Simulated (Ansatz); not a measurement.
Ansatz input file:

```yaml
crystal:
  lattice:
    - [3.3237260663, 0.0, 0.0]
    - [0.0, 3.3237260663, 0.0]
    - [0.0, 0.0, 9.7484523395]
  atoms:
    - { symbol: Ta, position: [0.5, 0.0, 0.7585486629] }
    - { symbol: Ta, position: [0.0, 0.5, 0.2414513371] }
    - { symbol: Ta, position: [0.5, 0.0, 0.0761793341] }
    - { symbol: Ta, position: [0.0, 0.5, 0.9238206659] }
    - { symbol: Se, position: [0.5, 0.0, 0.363600625] }
    - { symbol: Se, position: [0.0, 0.5, 0.636399375] }
basis:
  ecutwfc: 420
kpoints:
  mp_grid: { grid: [10, 10, 4] }
hamiltonian:
  xc: pbesol
scf:
  occupations: { method: gaussian, width: 0.1 }
output:
  forces: true
  stress: true
  eigenvalues: true
relax:
  adjacent_minimum: "off"
  f_tol: 0.01
  max_steps: 30
  cell: { stress_tol: 0.1, fix: [volume] }
```

Launched with
```bash
ansatz run input.yaml --threads 1 --pin off --max-ram 2560MiB --backend cpu --events-out ev --progress --plain --runs-dir out
```

Theory: Ansatz 0.2.0, DFT PBEsol, scalar-relativistic, plane waves, PAW.

From the run's log, abridged:

```
Pseudopotentials: kind: paw
Pseudopotential: Ta, paw, valence charge 13, recommended cutoff 420 eV (normal)
Pseudopotential: Se, paw, valence charge 16, recommended cutoff 420 eV (normal)
Functional definition: PBEsol
Crystal: 6 atoms, lattice volume = 107.693 Å³
Basis set: ecut = 420 eV, 2121 PW (Γ), exchange–correlation on 48×48×144 points (8 copies of the dense FFT grid, shifted against one another)
Bands: 51, of which v1, the nominal top of the filled ones, is band 42 counted from 1 (41 counted from 0)
Symmetry: 16 space group operations
Space group: P4/nmm (ITA 129), of the structure as read, at distance tolerance 4.8e-5 Å
k-points: 63 of 400
Initial density: superposition of atomic densities (neutral atoms: chi_scale 0, normalization atom), corrected by the library's trained network
Initial wavefunctions: pseudopotential atomic-orbital guess
Functional: x = pbesol(κ = 0.804, μ = 0.12345679), c = pbesol(β = 0.046)
SCF iter   1: F=—  HF=-50077.272212 eV  |F-HF|=—  |Δ(HF+E_count)|=         —  Δρ=5.79e-3  dr2=5.36e-2  ethr=1.77e-3  ⟨swp⟩=6.0  Hψ=12052  notcnv=0
SCF iter   2: F=—  HF=-50077.265835 eV  |F-HF|=—  |Δ(HF+E_count)|=   6.38e-3  Δρ=3.42e-3  dr2=2.31e-2  ethr=6.38e-5  ⟨swp⟩=1.0  Hψ=3719  notcnv=0
SCF iter   3: F=—  HF=-50077.262476 eV  |F-HF|=—  |Δ(HF+E_count)|=   3.36e-3  Δρ=5.95e-4  dr2=2.39e-3  ethr=2.75e-5  ⟨swp⟩=2.3  Hψ=4031  notcnv=0
SCF iter   4: F=—  HF=-50077.262123 eV  |F-HF|=—  |Δ(HF+E_count)|=   3.53e-4  Δρ=3.15e-4  dr2=3.60e-4  ethr=2.84e-6  ⟨swp⟩=2.2  Hψ=5119  notcnv=0
SCF iter   5: F=—  HF=-50077.262078 eV  |F-HF|=—  |Δ(HF+E_count)|=   4.49e-5  Δρ=6.75e-5  dr2=2.17e-5  ethr=4.28e-7  ⟨swp⟩=2.1  Hψ=3916  notcnv=0
SCF iter   6: F=—  HF=-50077.262092 eV  |F-HF|=—  |Δ(HF+E_count)|=   1.39e-5  Δρ=2.42e-5  dr2=2.96e-6  ethr=2.58e-8  ⟨swp⟩=2.0  Hψ=5328  notcnv=0
SCF iter   7: F=—  HF=-50077.262091 eV  |F-HF|=—  |Δ(HF+E_count)|=   4.53e-7  Δρ=7.81e-6  dr2=1.88e-7  ethr=3.53e-9  ⟨swp⟩=2.1  Hψ=4246  notcnv=0
SCF iter   8: F=-50077.262091 eV  HF=-50077.262091 eV  |F-HF|=6.88e-9  |Δ(HF+E_count)|=   6.96e-9  Δρ=2.49e-6  dr2=1.54e-8  ethr=1.19e-10  ⟨swp⟩=9.2  Hψ=11948  notcnv=0
SCF 1 converged in 8 iterations: F = -50077.262091 eV  dr2 = 1.54e-8
relax step   1: F+E_penalty+E_count = -50077.26209145 eV  Δ(F+E_penalty+E_count) = +0.000e0 eV  max|allowed force component| = 3.304e-1 eV/Å  Δτ_max = 0.0000 Å  P = +5.719 GPa  Ω = 107.693 Å³  fix = [volume]  reactions: volume +5.719 GPa (8 SCF iters, dr2 threshold 1.00e-7 eV, accepted)
Basis set: ecut = 420 eV, 2111 PW (Γ), exchange–correlation on 48×48×144 points (8 copies of the dense FFT grid, shifted against one another)
Initial density: handed on by an earlier stage of this run
Initial wavefunctions: those handed on with the density
SCF iter   1: F=—  HF=-50077.503114 eV  |F-HF|=—  |Δ(HF+E_count)|=         —  Δρ=2.59e-2  dr2=1.54e0  ethr=1.82e-3  ⟨swp⟩=1.0  Hψ=16906  notcnv=0
SCF iter   2: F=—  HF=-50077.303251 eV  |F-HF|=—  |Δ(HF+E_count)|=   2.00e-1  Δρ=1.39e-2  dr2=4.99e-1  ethr=1.82e-3  ⟨swp⟩=2.0  Hψ=3734  notcnv=0
SCF iter   3: F=—  HF=-50077.209836 eV  |F-HF|=—  |Δ(HF+E_count)|=   9.34e-2  Δρ=2.10e-3  dr2=8.26e-3  ethr=5.94e-4  ⟨swp⟩=3.0  Hψ=4916  notcnv=0
SCF iter   4: F=—  HF=-50077.209265 eV  |F-HF|=—  |Δ(HF+E_count)|=   5.71e-4  Δρ=8.22e-4  dr2=1.16e-3  ethr=9.83e-6  ⟨swp⟩=2.0  Hψ=5654  notcnv=0  defer=1
SCF iter   5: F=—  HF=-50077.208186 eV  |F-HF|=—  |Δ(HF+E_count)|=   1.08e-3  Δρ=2.92e-4  dr2=3.76e-4  ethr=1.39e-6  ⟨swp⟩=2.0  Hψ=5402  notcnv=0  defer=1
SCF iter   6: F=—  HF=-50077.208201 eV  |F-HF|=—  |Δ(HF+E_count)|=   1.59e-5  Δρ=1.16e-4  dr2=6.25e-5  ethr=4.47e-7  ⟨swp⟩=2.0  Hψ=3729  notcnv=0  defer=1
SCF iter   7: F=—  HF=-50077.208193 eV  |F-HF|=—  |Δ(HF+E_count)|=   8.89e-6  Δρ=2.57e-5  dr2=4.15e-6  ethr=7.44e-8  ⟨swp⟩=2.0  Hψ=3963  notcnv=0  defer=1
SCF iter   8: F=-50077.208192 eV  HF=-50077.208192 eV  |F-HF|=2.96e-7  |Δ(HF+E_count)|=   2.74e-7  Δρ=9.55e-6  dr2=3.19e-7  ethr=7.14e-10  ⟨swp⟩=8.3  Hψ=14655  notcnv=0
the search or the solves at the SCF's close seem to have found levels that the self-consistency loop had missed (the run counts 1). By its estimate they hold under 1e-12 electrons; where the run keeps them, the occupations were computed again with them
SCF 2 converged in 8 iterations: F = -50077.208192 eV  dr2 = 3.19e-7
relax step   2: F+E_penalty+E_count = -50077.20819201 eV  Δ(F+E_penalty+E_count) = +5.390e-2 eV  max|allowed force component| = 5.308e-1 eV/Å  Δτ_max = 0.1948 Å  P = -2.612 GPa  Ω = 107.693 Å³  energy of the carried Pulay correction = +3.158e-17 eV  fix = [volume]  (8 SCF iters, dr2 threshold 6.00e-7 eV, rejected (line search))
Basis set: ecut = 420 eV, 2113 PW (Γ), exchange–correlation on 48×48×144 points (8 copies of the dense FFT grid, shifted against one another)
SCF iter   1: F=—  HF=-50077.401740 eV  |F-HF|=—  |Δ(HF+E_count)|=         —  Δρ=1.51e-2  dr2=5.51e-1  ethr=6.74e-4  ⟨swp⟩=1.0  Hψ=14093  notcnv=0
SCF iter   2: F=—  HF=-50077.334488 eV  |F-HF|=—  |Δ(HF+E_count)|=   6.73e-2  Δρ=8.22e-3  dr2=1.91e-1  ethr=6.55e-4  ⟨swp⟩=2.0  Hψ=3625  notcnv=0
SCF iter   3: F=—  HF=-50077.301125 eV  |F-HF|=—  |Δ(HF+E_count)|=   3.34e-2  Δρ=1.27e-3  dr2=3.18e-3  ethr=2.28e-4  ⟨swp⟩=2.3  Hψ=4684  notcnv=0
SCF iter   4: F=—  HF=-50077.300777 eV  |F-HF|=—  |Δ(HF+E_count)|=   3.47e-4  Δρ=3.60e-4  dr2=2.28e-4  ethr=3.79e-6  ⟨swp⟩=2.0  Hψ=5584  notcnv=0
SCF iter   5: F=—  HF=-50077.300547 eV  |F-HF|=—  |Δ(HF+E_count)|=   2.30e-4  Δρ=1.76e-4  dr2=1.06e-4  ethr=2.71e-7  ⟨swp⟩=2.0  Hψ=5482  notcnv=0
SCF iter   6: F=—  HF=-50077.300554 eV  |F-HF|=—  |Δ(HF+E_count)|=   6.69e-6  Δρ=7.27e-5  dr2=2.51e-5  ethr=1.26e-7  ⟨swp⟩=2.0  Hψ=3702  notcnv=0
SCF iter   7: F=—  HF=-50077.300574 eV  |F-HF|=—  |Δ(HF+E_count)|=   2.06e-5  Δρ=1.86e-5  dr2=3.54e-6  ethr=2.98e-8  ⟨swp⟩=2.0  Hψ=3922  notcnv=0
SCF iter   8: F=—  HF=-50077.300571 eV  |F-HF|=—  |Δ(HF+E_count)|=   3.22e-6  Δρ=5.79e-6  dr2=1.35e-7  ethr=4.21e-9  ⟨swp⟩=2.2  Hψ=4011  notcnv=0
SCF iter   9: F=—  HF=-50077.300571 eV  |F-HF|=—  |Δ(HF+E_count)|=   2.50e-8  Δρ=1.47e-6  dr2=4.43e-9  ethr=1.61e-10  ⟨swp⟩=2.1  Hψ=5512  notcnv=0
SCF iter  10: F=-50077.300571 eV  HF=-50077.300571 eV  |F-HF|=4.37e-11  |Δ(HF+E_count)|=  8.15e-10  Δρ=3.19e-7  dr2=1.19e-10  ethr=1.00e-12  ⟨swp⟩=3.9  Hψ=14870  notcnv=0
SCF 3 converged in 10 iterations: F = -50077.300571 eV  dr2 = 1.19e-10
relax step   3: F+E_penalty+E_count = -50077.30057121 eV  Δ(F+E_penalty+E_count) = -3.848e-2 eV  max|allowed force component| = 5.570e-2 eV/Å  Δτ_max = 0.0834 Å  P = +1.561 GPa  Ω = 107.693 Å³  fix = [volume]  reactions: volume +1.561 GPa (10 SCF iters, accepted)
SCF iter   1: F=—  HF=-50077.301727 eV  |F-HF|=—  |Δ(HF+E_count)|=         —  Δρ=1.15e-3  dr2=3.14e-3  ethr=3.79e-6  ⟨swp⟩=2.0  Hψ=11379  notcnv=0
SCF iter   2: F=—  HF=-50077.301362 eV  |F-HF|=—  |Δ(HF+E_count)|=   3.65e-4  Δρ=6.29e-4  dr2=1.11e-3  ethr=3.73e-6  ⟨swp⟩=1.0  Hψ=3213  notcnv=0
SCF iter   3: F=—  HF=-50077.301179 eV  |F-HF|=—  |Δ(HF+E_count)|=   1.83e-4  Δρ=9.66e-5  dr2=1.38e-5  ethr=1.32e-6  ⟨swp⟩=2.0  Hψ=4047  notcnv=0
SCF iter   4: F=—  HF=-50077.301200 eV  |F-HF|=—  |Δ(HF+E_count)|=   2.15e-5  Δρ=2.59e-5  dr2=1.37e-6  ethr=1.64e-8  ⟨swp⟩=2.0  Hψ=5572  notcnv=0
SCF iter   5: F=—  HF=-50077.301199 eV  |F-HF|=—  |Δ(HF+E_count)|=   1.34e-6  Δρ=1.22e-5  dr2=4.16e-7  ethr=1.63e-9  ⟨swp⟩=2.0  Hψ=5500  notcnv=0
SCF iter   6: F=-50077.301199 eV  HF=-50077.301199 eV  |F-HF|=8.25e-8  |Δ(HF+E_count)|=   1.87e-8  Δρ=4.70e-6  dr2=1.12e-7  ethr=2.31e-10  ⟨swp⟩=5.9  Hψ=12952  notcnv=0
SCF 4 converged in 6 iterations: F = -50077.301199 eV  dr2 = 1.12e-7
relax step   4: F+E_penalty+E_count = -50077.30119909 eV  Δ(F+E_penalty+E_count) = -6.279e-4 eV  max|allowed force component| = 1.365e-2 eV/Å  Δτ_max = 0.0082 Å  P = +1.931 GPa  Ω = 107.693 Å³  energy of the carried Pulay correction = +1.053e-17 eV  fix = [volume]  reactions: volume +1.931 GPa (6 SCF iters, dr2 threshold 1.94e-7 eV, accepted)
SCF iter   1: F=—  HF=-50077.301198 eV  |F-HF|=—  |Δ(HF+E_count)|=         —  Δρ=1.01e-4  dr2=4.98e-5  ethr=5.94e-8  ⟨swp⟩=1.7  Hψ=11018  notcnv=0
SCF iter   2: F=—  HF=-50077.301218 eV  |F-HF|=—  |Δ(HF+E_count)|=   2.02e-5  Δρ=5.85e-5  dr2=2.09e-5  ethr=5.93e-8  ⟨swp⟩=1.0  Hψ=3213  notcnv=0
SCF iter   3: F=—  HF=-50077.301215 eV  |F-HF|=—  |Δ(HF+E_count)|=   3.24e-6  Δρ=1.03e-5  dr2=4.34e-7  ethr=2.49e-8  ⟨swp⟩=2.0  Hψ=3382  notcnv=0
SCF iter   4: F=—  HF=-50077.301215 eV  |F-HF|=—  |Δ(HF+E_count)|=   4.77e-7  Δρ=2.59e-6  dr2=2.52e-8  ethr=5.17e-10  ⟨swp⟩=2.0  Hψ=5256  notcnv=0
SCF iter   5: F=-50077.301215 eV  HF=-50077.301215 eV  |F-HF|=8.04e-9  |Δ(HF+E_count)|=   1.42e-8  Δρ=1.51e-6  dr2=9.93e-9  ethr=3.00e-11  ⟨swp⟩=2.0  Hψ=5411  notcnv=0
SCF iter   6: F=-50077.301215 eV  HF=-50077.301215 eV  |F-HF|=3.42e-10  |Δ(HF+E_count)|=  8.66e-10  Δρ=5.52e-7  dr2=6.57e-10  ethr=1.18e-11  ⟨swp⟩=2.9  Hψ=10352  notcnv=0
SCF 5 converged in 6 iterations: F = -50077.301215 eV  dr2 = 6.57e-10
relax step   5: F+E_penalty+E_count = -50077.30121525 eV  Δ(F+E_penalty+E_count) = -1.616e-5 eV  max|allowed force component| = 3.303e-3 eV/Å  Δτ_max = 0.0010 Å  P = +1.957 GPa  Ω = 107.693 Å³  energy of the carried Pulay correction = +1.053e-17 eV  fix = [volume]  reactions: volume +1.957 GPa (6 SCF iters, dr2 threshold 1.16e-8 eV, accepted)
Initial wavefunctions: pseudopotential atomic-orbital guess (no wavefunctions were taken with the density)
SCF iter   1: F=—  HF=-50077.301132 eV  |F-HF|=—  |Δ(HF+E_count)|=         —  Δρ=2.85e-4  dr2=1.85e-6  ethr=2.21e-8  ⟨swp⟩=3.5  Hψ=21393  notcnv=0
SCF iter   2: F=—  HF=-50077.301233 eV  |F-HF|=—  |Δ(HF+E_count)|=   1.01e-4  Δρ=1.45e-4  dr2=4.78e-7  ethr=2.20e-9  ⟨swp⟩=1.0  Hψ=3214  notcnv=0
SCF iter   3: F=-50077.301254 eV  HF=-50077.301254 eV  |F-HF|=2.91e-11  |Δ(HF+E_count)|=   2.06e-5  Δρ=5.62e-7  dr2=1.25e-10  ethr=5.70e-10  ⟨swp⟩=1.0  Hψ=3213  notcnv=0
SCF iter   4: F=-50077.301254 eV  HF=-50077.301254 eV  |F-HF|=2.91e-11  |Δ(HF+E_count)|=  3.64e-10  Δρ=2.42e-7  dr2=3.21e-11  ethr=1.00e-12  ⟨swp⟩=2.0  Hψ=5574  notcnv=0
SCF iter   5: F=-50077.301254 eV  HF=-50077.301254 eV  |F-HF|=0.00e0  |Δ(HF+E_count)|=  3.64e-11  Δρ=9.15e-8  dr2=8.80e-12  ethr=1.00e-12  ⟨swp⟩=1.0  Hψ=3213  notcnv=0
SCF iter   6: F=-50077.301254 eV  HF=-50077.301254 eV  |F-HF|=0.00e0  |Δ(HF+E_count)|=  7.28e-12  Δρ=2.11e-8  dr2=2.53e-12  ethr=1.00e-12  ⟨swp⟩=1.0  Hψ=3213  notcnv=0
SCF iter   7: F=-50077.301254 eV  HF=-50077.301254 eV  |F-HF|=1.46e-11  |Δ(HF+E_count)|=    0.00e0  Δρ=7.06e-9  dr2=3.13e-13  ethr=1.00e-12  ⟨swp⟩=2.0  Hψ=7593  notcnv=0
SCF 6 converged in 7 iterations: F = -50077.301254 eV  dr2 = 3.13e-13
SCF converged after 7 iterations
Free energy (F): -50077.301254 eV
Harris-Foulkes:  -50077.301254 eV  (|F-HF|=1.46e-11)
Internal energy: -50077.284325 eV  (E = F + TS)
E sigma→0 (E₀):  -50077.292790 eV
Entropy (-TS):   -0.016929 eV (-2.821 meV/atom)
Fermi energy:    17.621715 eV
--- Per-component energies (eV) ---
  E_band       = -1026.700915
  E_kinetic    = 1710.536767
  E_local      = -6432.295897  (includes V_loc(G=0)·N_el)
  E_nonlocal   = -1113.750460
  E_hartree    = 2926.777454
  E_xc         = -1078.949668
  E_vxc        = -1017.210942  (∫ρ·V_xc dr)
  E_paw        = -36827.415526  (= ΣΔE_a)
  E_vpaw       = -27.534692  (= ΣTr[D̂ρ^β])
  E_aug_tail   = -0.000592  (compensation charges beyond the density's cutoff)
  E_ewald      = -9265.057891
  E_core_change = 2.871487  (= ΣΔE_core)
  E_smearing   = -0.016929  (= −TS)
--- Forces (eV/Å), atoms counted from 1 ---
  atom   1  Ta     0.00000000     0.00000000     0.00324105
  atom   2  Ta     0.00000000     0.00000000    -0.00324105
  atom   3  Ta     0.00000000     0.00000000     0.00154735
  atom   4  Ta     0.00000000     0.00000000    -0.00154735
  atom   5  Se     0.00000000     0.00000000     0.00309623
  atom   6  Se     0.00000000     0.00000000    -0.00309623
--- Stress (GPa, compression-positive) ---
        1.962475       0.000000       0.000000
        0.000000       1.962475       0.000000
        0.000000       0.000000       1.944129
  P = ⅓ Tr σ = 1.9564 GPa (19.564 kbar)
--- Band table (eV; the first three rows and the last of 63) ---
  k-point 0: bands = ["-50.6657", "-50.6647", "-49.7850", "-49.6560", "-31.4091", "-31.4087", "-31.4027", "-31.4027", "-31.4012", "-31.4012", "-31.3876", "-31.3870", "-31.3826", "-31.3821", "-17.2562", "-17.2562", "-17.2335", "-17.2335", "-17.1899", "-17.1360", "-16.5826", "-16.3943", "-16.3943", "-16.1405", "-15.8776", "-15.8776", "1.6100", "2.4573", "9.5078", "11.7509", "12.2097", "13.2735", "13.5388", "14.2542", "14.2903", "14.2903", "15.0232", "15.0232", "16.2507", "17.4408", "17.7930", "17.7930", "17.9965", "17.9965", "18.2975", "18.6603", "19.4492", "19.7440", "20.0466", "20.1568", "20.1568"]
  k-point 1: bands = ["-50.6657", "-50.6647", "-49.7850", "-49.6560", "-31.4091", "-31.4087", "-31.4027", "-31.4027", "-31.4012", "-31.4012", "-31.3876", "-31.3870", "-31.3826", "-31.3821", "-17.2562", "-17.2562", "-17.2336", "-17.2336", "-17.1906", "-17.1354", "-16.5825", "-16.3943", "-16.3943", "-16.1406", "-15.8776", "-15.8776", "1.6220", "2.4402", "9.6857", "11.0259", "12.8916", "13.2801", "13.5476", "14.2350", "14.2953", "14.2953", "15.0158", "15.0158", "16.2823", "17.4422", "17.7917", "17.7917", "17.9875", "17.9875", "18.2938", "18.4769", "19.0357", "19.6868", "20.0512", "20.2198", "20.2198"]
  k-point 2: bands = ["-50.6657", "-50.6647", "-49.7850", "-49.6560", "-31.4091", "-31.4087", "-31.4027", "-31.4027", "-31.4012", "-31.4012", "-31.3876", "-31.3870", "-31.3826", "-31.3821", "-17.2561", "-17.2561", "-17.2336", "-17.2336", "-17.1912", "-17.1347", "-16.5825", "-16.3943", "-16.3943", "-16.1407", "-15.8776", "-15.8776", "1.6345", "2.4226", "10.0623", "10.3973", "13.2868", "13.3220", "13.5252", "14.2160", "14.3003", "14.3003", "15.0083", "15.0083", "16.3141", "17.4437", "17.7906", "17.7906", "17.9784", "17.9784", "18.2900", "18.3378", "18.6485", "19.6304", "20.0558", "20.2864", "20.2864"]
  k-point 62: bands = ["-50.6496", "-50.6496", "-49.7102", "-49.7102", "-31.4069", "-31.4069", "-31.4039", "-31.4039", "-31.4020", "-31.4020", "-31.3890", "-31.3890", "-31.3770", "-31.3770", "-17.4832", "-17.4832", "-17.4310", "-17.4310", "-17.0845", "-17.0845", "-16.6107", "-16.6107", "-16.3653", "-16.3653", "-15.9094", "-15.9094", "3.5063", "3.5063", "10.8793", "10.8793", "11.8877", "11.8877", "12.1908", "12.1908", "14.4697", "14.4697", "15.5483", "15.5483", "15.6735", "15.6735", "17.3140", "17.3140", "18.3255", "18.3255", "20.4975", "20.4975", "20.9556", "20.9556", "21.0515", "21.0515", "21.3921"]
--- Relaxed structure (5 steps of the walk, 4 accepted, 1 SCFs on fresh bases) ---
  F+E_penalty+E_count = -50077.30125389 eV   max|allowed force component| = 3.241e-3 eV/Å   (the final SCF, on the basis selected at the relaxed cell)
  cell:  # Å, volume = 107.6927 Å³
    - [3.34855851, 0.0, 0.0]
    - [0.0, 3.34855851, 0.0]
    - [0.0, 0.0, 9.60440211]
  atoms:
    - { symbol: Ta, position: [0.5, 0.0, 0.75199109] }
    - { symbol: Ta, position: [0.0, 0.5, 0.24800890] }
    - { symbol: Ta, position: [0.5, 0.0, 0.07796084] }
    - { symbol: Ta, position: [0.0, 0.5, 0.92203915] }
    - { symbol: Se, position: [0.5, 0.0, 0.37130878] }
    - { symbol: Se, position: [0.0, 0.5, 0.62869121] }
```

The relaxation met its thresholds.

It took 2.5 min on 1 thread of Arm Neoverse V1, on a shared host, peak memory 0.54 GiB.

Spin–orbit coupling is left out, which can shift energies with elements as heavy as these.